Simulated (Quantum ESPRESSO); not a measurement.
# Au6RuZr: finding a planted mistake in a log

Simulated, not a measurement. The program is pw.x of Quantum ESPRESSO 7.5 (plane-wave density functional theory). The cell is made up: eight metal atoms on a face-centred cubic lattice, with elements, volume, strain and displacements drawn at random and not relaxed, so it may be unstable or far from any real phase. PseudoDojo standard norm-conserving files set the functional (PBE unless stated); there is no spin polarisation or spin-orbit coupling, the Fermi-Dirac width of 0.25 eV means electrons at about 2900 K, and the masses in the input are unused placeholders. Heavy elements are run without spin-orbit coupling, which real alloys of them have. A spin test at this wide smearing found no moment, but such smearing suppresses magnetism that the real alloy may have.

Intended input:

```
&control calculation='scf', pseudo_dir='./dojo.nc.sr.pbe.v0_5.standard.upf', outdir='./o', disk_io='minimal', tprnfor=.true., tstress=.true. /
&system ibrav=0, nat=8, ntyp=3, nbnd=83, ecutwfc=87.97787729, nosym=.true., tot_charge=0,
 occupations='smearing', smearing='fd', degauss=0.0183746611
/
&electrons conv_thr=1.470e-08, electron_maxstep=70, mixing_beta=0.5 /
ATOMIC_SPECIES
Au 1.0 Au.upf
Ru 1.0 Ru.upf
Zr 1.0 Zr.upf
CELL_PARAMETERS angstrom
2.121 4.1524 2.0545
2.1146 -4.1986 2.1533
4.1175 0.0526 -4.0896
ATOMIC_POSITIONS angstrom
Au 0.0342 0.026 -0.0151
Au 1.9691 -0.0451 -2.1637
Au 2.1021 -2.1918 0.0618
Ru 4.0653 -2.1118 -2.0133
Au 2.1508 2.022 -0.0332
Zr 4.0354 2.1606 -1.9574
Au 2.0294 -0.0014 2.0929
Au 4.2696 0.0999 -0.0365
K_POINTS automatic
5 5 4 1 1 1
```

The log is shortened where brackets say so; the opening notice, blank lines, dates and the lines on written files are dropped, and the path of the files is cut. It prints rydbergs, bohrs and kilobars, and counts compression as positive stress. Its total energy is the free energy E - TS of the whole cell.

Log of the intended run:

```
     Program PWSCF v.7.5
     Parallel version (MPI & OpenMP), running on       4 processor cores
     Number of MPI processes:                 4
     Threads/MPI process:                     1
     [start-up lines left out]
     bravais-lattice index     =            0
     lattice parameter (alat)  =       9.6287  a.u.
     unit-cell volume          =     976.1482 (a.u.)^3
     number of atoms/cell      =            8
     number of atomic types    =            3
     number of electrons       =       142.00
     number of Kohn-Sham states=           83
     kinetic-energy cutoff     =      87.9779  Ry
     charge density cutoff     =     351.9115  Ry
     scf convergence threshold =      1.5E-08
     mixing beta               =       0.5000
     number of iterations used =            8  plain     mixing
     Exchange-correlation= PBE
                           (   1   4   3   4   0   0   0)
     [axes and pseudopotential details left out]
   Cartesian axes
     site n.     atom                  positions (alat units)
         1        Au     tau(   1) = (   0.0067121   0.0051027  -0.0029635  )
         2        Au     tau(   2) = (   0.3864545  -0.0088513  -0.4246466  )
         3        Au     tau(   3) = (   0.4125570  -0.4301615   0.0121288  )
         4        Ru     tau(   4) = (   0.7978536  -0.4144607  -0.3951292  )
         5        Au     tau(   5) = (   0.4221149   0.3968366  -0.0065158  )
         6        Zr     tau(   6) = (   0.7919855   0.4240382  -0.3841583  )
         7        Au     tau(   7) = (   0.3982890  -0.0002748   0.4107514  )
         8        Au     tau(   8) = (   0.8379494   0.0196063  -0.0071635  )
     number of k points=    50  Fermi-Dirac smearing, width (Ry)=  0.0184
                       cart. coord. in units 2pi/alat
        k(    1) = (   0.1976340   0.0003602   0.0432475), wk =   0.0400000
        k(    2) = (   0.3523366  -0.0016010  -0.1124986), wk =   0.0400000
     [further k points left out]
     Dense  grid:   108775 G-vectors     FFT dimensions: (  60,  60,  72)
     Estimated max dynamical RAM per process >     428.30 MB
     Estimated total dynamical RAM >       1.60 GB
     Initial potential from superposition of free atoms
     starting charge     141.9962, renormalised to     142.0000
     Starting wfcs are   80 randomized atomic wfcs +    3 random wfcs
     total cpu time spent up to now is       10.3 secs
     per-process dynamical memory:   341.6 Mb
     Self-consistent Calculation
     iteration #  1     ecut=    87.98 Ry     beta= 0.50
     Davidson diagonalization with overlap
     ethr =  1.00E-02,  avg # of iterations =  3.0
     total cpu time spent up to now is       38.8 secs
     total energy              =   -2080.99478192 Ry
     estimated scf accuracy    <       1.78737373 Ry
     iteration #  2     ecut=    87.98 Ry     beta= 0.50
     Davidson diagonalization with overlap
     ethr =  1.26E-03,  avg # of iterations =  3.0
     total cpu time spent up to now is       68.2 secs
     total energy              =   -2080.63909758 Ry
     estimated scf accuracy    <       9.17669427 Ry
     [iterations 3 to 11 left out]
     iteration # 12     ecut=    87.98 Ry     beta= 0.50
     Davidson diagonalization with overlap
     ethr =  2.10E-10,  avg # of iterations =  2.0
     total cpu time spent up to now is      327.1 secs
     total energy              =   -2081.85520011 Ry
     estimated scf accuracy    <       0.00000002 Ry
     iteration # 13     ecut=    87.98 Ry     beta= 0.50
     Davidson diagonalization with overlap
     ethr =  1.09E-11,  avg # of iterations =  2.1
     total cpu time spent up to now is      354.8 secs
     End of self-consistent calculation
     [lines on levels left out]
!    total energy              =   -2081.85520011 Ry
     estimated scf accuracy    <       0.00000001 Ry
     smearing contrib. (-TS)   =      -0.08329640 Ry
     internal energy E=F+TS    =   -2081.77190371 Ry
     The total energy is F=E-TS. E is the sum of the following terms:
     one-electron contribution =    -630.61723082 Ry
     hartree contribution      =     390.76945439 Ry
     xc contribution           =    -366.69213412 Ry
     ewald contribution        =   -1475.23199317 Ry
     convergence has been achieved in  13 iterations
     Forces acting on atoms (cartesian axes, Ry/au):
     atom    1 type  1   force =    -0.01742125   -0.01245033    0.00873650
     atom    2 type  1   force =     0.03132057    0.02133243    0.03220604
     atom    3 type  1   force =    -0.00552927    0.02756663    0.01037534
     atom    4 type  2   force =     0.01839771    0.02918068   -0.00347232
     atom    5 type  1   force =    -0.03787533    0.00965693    0.02221315
     atom    6 type  3   force =     0.03797731   -0.02253847   -0.06544454
     atom    7 type  1   force =     0.02007078   -0.01706030   -0.01491868
     atom    8 type  1   force =    -0.04694050   -0.03568756    0.01030451
     Total force =     0.133650     Total SCF correction =     0.000348
     Computing stress (Cartesian axis) and pressure
          total   stress  (Ry/bohr**3)                   (kbar)     P=        4.62
   0.00001585  -0.00000081  -0.00029761            2.33       -0.12      -43.78
  -0.00000081  -0.00003167   0.00008810           -0.12       -4.66       12.96
  -0.00029761   0.00008810   0.00011000          -43.78       12.96       16.18
     init_run     :      9.66s CPU     10.18s WALL (       1 calls)
     electrons    :    334.43s CPU    344.54s WALL (       1 calls)
     forces       :      3.64s CPU      3.70s WALL (       1 calls)
     stress       :     13.09s CPU     13.46s WALL (       1 calls)
     [timing details left out]
     PWSCF        :   6m 0.93s CPU   6m12.11s WALL
     JOB DONE.
```

A second run was made from an input with one planted mistake. Its log:

```
     Program PWSCF v.7.5
     Parallel version (MPI & OpenMP), running on       4 processor cores
     Number of MPI processes:                 4
     Threads/MPI process:                     1
     [start-up lines left out]
     bravais-lattice index     =            0
     lattice parameter (alat)  =       9.6287  a.u.
     unit-cell volume          =     976.1482 (a.u.)^3
     number of atoms/cell      =            8
     number of atomic types    =            4
     number of electrons       =       140.00
     number of Kohn-Sham states=           82
     kinetic-energy cutoff     =      87.9779  Ry
     charge density cutoff     =     351.9115  Ry
     scf convergence threshold =      1.5E-08
     mixing beta               =       0.5000
     number of iterations used =            8  plain     mixing
     Exchange-correlation= PBE
                           (   1   4   3   4   0   0   0)
     [axes and pseudopotential details left out]
   Cartesian axes
     site n.     atom                  positions (alat units)
         1        Au     tau(   1) = (   0.0067121   0.0051027  -0.0029635  )
         2        Au     tau(   2) = (   0.3864545  -0.0088513  -0.4246466  )
         3        Au     tau(   3) = (   0.4125570  -0.4301615   0.0121288  )
         4        Ru     tau(   4) = (   0.7978536  -0.4144607  -0.3951292  )
         5        Rh     tau(   5) = (   0.4221149   0.3968366  -0.0065158  )
         6        Zr     tau(   6) = (   0.7919855   0.4240382  -0.3841583  )
         7        Au     tau(   7) = (   0.3982890  -0.0002748   0.4107514  )
         8        Au     tau(   8) = (   0.8379494   0.0196063  -0.0071635  )
     number of k points=    50  Fermi-Dirac smearing, width (Ry)=  0.0184
                       cart. coord. in units 2pi/alat
        k(    1) = (   0.1976340   0.0003602   0.0432475), wk =   0.0400000
        k(    2) = (   0.3523366  -0.0016010  -0.1124986), wk =   0.0400000
     [further k points left out]
     Dense  grid:   108775 G-vectors     FFT dimensions: (  60,  60,  72)
     Estimated max dynamical RAM per process >     429.20 MB
     Estimated total dynamical RAM >       1.60 GB
     Initial potential from superposition of free atoms
     starting charge     139.9957, renormalised to     140.0000
     Starting wfcs are   80 randomized atomic wfcs +    2 random wfcs
     total cpu time spent up to now is       10.0 secs
     per-process dynamical memory:   339.6 Mb
     Self-consistent Calculation
     iteration #  1     ecut=    87.98 Ry     beta= 0.50
     Davidson diagonalization with overlap
     ethr =  1.00E-02,  avg # of iterations =  3.0
     total cpu time spent up to now is       37.1 secs
     total energy              =   -2019.16965528 Ry
     estimated scf accuracy    <       1.81527866 Ry
     iteration #  2     ecut=    87.98 Ry     beta= 0.50
     Davidson diagonalization with overlap
     ethr =  1.30E-03,  avg # of iterations =  2.8
     total cpu time spent up to now is       65.7 secs
     total energy              =   -2018.76750120 Ry
     estimated scf accuracy    <       8.85559868 Ry
     [iterations 3 to 14 left out]
     iteration # 15     ecut=    87.98 Ry     beta= 0.50
     Davidson diagonalization with overlap
     ethr =  1.51E-11,  avg # of iterations =  2.0
     total cpu time spent up to now is      393.3 secs
     total energy              =   -2020.03355176 Ry
     estimated scf accuracy    <       0.00000014 Ry
     iteration # 16     ecut=    87.98 Ry     beta= 0.50
     Davidson diagonalization with overlap
     ethr =  1.51E-11,  avg # of iterations =  2.0
     total cpu time spent up to now is      416.6 secs
     End of self-consistent calculation
     [lines on levels left out]
!    total energy              =   -2020.03355177 Ry
     estimated scf accuracy    <          1.6E-09 Ry
     smearing contrib. (-TS)   =      -0.09842857 Ry
     internal energy E=F+TS    =   -2019.93512320 Ry
     The total energy is F=E-TS. E is the sum of the following terms:
     one-electron contribution =    -616.31808025 Ry
     hartree contribution      =     382.53499029 Ry
     xc contribution           =    -352.29389454 Ry
     ewald contribution        =   -1433.85813870 Ry
     convergence has been achieved in  16 iterations
     Forces acting on atoms (cartesian axes, Ry/au):
     atom    1 type  1   force =    -0.00981427   -0.01194864    0.00204619
     atom    2 type  1   force =     0.02393212    0.02029821    0.03887248
     atom    3 type  1   force =    -0.00607094    0.02836743    0.00898771
     atom    4 type  3   force =     0.01768734    0.02800855   -0.00161182
     atom    5 type  2   force =    -0.00705284    0.01166404   -0.00497738
     atom    6 type  4   force =     0.00883416   -0.02841347   -0.03637706
     atom    7 type  1   force =     0.02641784   -0.01547336   -0.02294733
     atom    8 type  1   force =    -0.05393341   -0.03250277    0.01600722
     Total force =     0.113428     Total SCF correction =     0.000202
     Computing stress (Cartesian axis) and pressure
          total   stress  (Ry/bohr**3)                   (kbar)     P=      -41.21
  -0.00036505  -0.00002218  -0.00010108          -53.70       -3.26      -14.87
  -0.00002218  -0.00020642   0.00010871           -3.26      -30.37       15.99
  -0.00010108   0.00010871  -0.00026893          -14.87       15.99      -39.56
     init_run     :      9.44s CPU      9.84s WALL (       1 calls)
     electrons    :    394.70s CPU    406.63s WALL (       1 calls)
     forces       :      3.49s CPU      3.53s WALL (       1 calls)
     stress       :     12.27s CPU     12.62s WALL (       1 calls)
     [timing details left out]
     PWSCF        :   7m 0.10s CPU   7m12.94s WALL
     JOB DONE.
```

Question: the log repeats what the program read. Compare it with the intended run: what was wrong in the second input?

Answer: one atom is of a wrong element. The input lines that differ:

```
- &system ibrav=0, nat=8, ntyp=3, nbnd=83, ecutwfc=87.97787729, nosym=.true., tot_charge=0,
+ &system ibrav=0, nat=8, ntyp=4, nbnd=82, ecutwfc=87.97787729, nosym=.true., tot_charge=0,
+ Rh 1.0 Rh.upf
- Au 2.1508 2.022 -0.0332
+ Rh 2.1508 2.022 -0.0332
```

|  | intended run | run with the mistake |
| --- | --- | --- |
| free energy (eV) | -28325.083 | -27483.957 |
| entropy term -TS, part of it (eV) | -1.133 | -1.339 |
| pressure (GPa) | 0.46 | -4.12 |
| size of the largest force component (eV/Å) | 1.683 | 1.387 |
| largest change of a force component (eV/Å) |  | 0.792 |
| iterations | 13 | 16 |

For scale, a rerun of the intended cell at a higher cutoff and on a denser mesh moved values by no more than 0.005 eV in energy, 0.04 GPa in stress and 0.004 eV/Å in force, and a second program with other atomic files agreed on that cell to 2 % rms in force and 0.5 GPa in pressure. Files of another functional or element have another zero of energy, so the energy change says nothing on stability. The number of bands, nbnd, was set by rule from the electron count, so it follows the mistake.